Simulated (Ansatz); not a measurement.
Cs$_{2}$KInF$_{6}$:
```yaml
crystal:
  lattice:
    - [0.00000, 4.61856, 4.61856]
    - [4.61856, 0.00000, 4.61856]
    - [4.61856, 4.61856, 0.00000]
  atoms:
    - { symbol: K, position: [0.50000, 0.50000, 0.50000] }
    - { symbol: Cs, position: [0.25000, 0.25000, 0.25000] }
    - { symbol: Cs, position: [0.75000, 0.75000, 0.75000] }
    - { symbol: In, position: [0.00000, 0.00000, 0.00000] }
    - { symbol: F, position: [0.22571, 0.77429, 0.77429] }
    - { symbol: F, position: [0.77429, 0.22571, 0.22571] }
    - { symbol: F, position: [0.77429, 0.22571, 0.77429] }
    - { symbol: F, position: [0.22571, 0.77429, 0.22571] }
    - { symbol: F, position: [0.77429, 0.77429, 0.22571] }
    - { symbol: F, position: [0.22571, 0.22571, 0.77429] }
```

x, y and z are the axes in which the lattice vectors are written.

Question: Give the high-frequency dielectric tensor and the Born effective charge tensors of the independent atoms from DFPT, plane-wave PAW PBEsol (Ansatz code).

Answer: 
ε∞:
```
2.31  0.00  0.00
0.00  2.31  0.00
0.00  0.00  2.31
```
Z* of atom 1 (K), rows: field, columns: displacement, in e:
```
1.28  0.00  0.00
0.00  1.28  0.00
0.00  0.00  1.28
```
Z* of atom 2 (Cs), rows: field, columns: displacement, in e:
```
1.32  0.00  0.00
0.00  1.32  0.00
0.00  0.00  1.32
```
Z* of atom 4 (In), rows: field, columns: displacement, in e:
```
2.91  0.00  0.00
0.00  2.91  0.00
0.00  0.00  2.91
```
Z* of atom 5 (F), rows: field, columns: displacement, in e:
```
-1.45   0.00   0.00
 0.00  -0.98   0.00
 0.00   0.00  -0.98
```

Static charges for comparison (Bader): K1 +0.87, Cs2 +0.90, In4 +2.05, F5 -0.79 e. Born charges measure polarisation by displacement and can exceed these by far.

Space group Fm-3m. The first step of the workflow began from a Materials Project structure, measured or hypothetical; the Crystallography Open Database copy checked does not list it. Whether it is the stable phase at ambient conditions was not checked. The cell was relaxed with PBEsol under the symmetry of its start; whether a distortion lowers the energy is not shown. Scalar-relativistic: spin–orbit coupling is off unless named, which matters more the heavier the elements.

Potentials: the later of the program's two PAW sets.
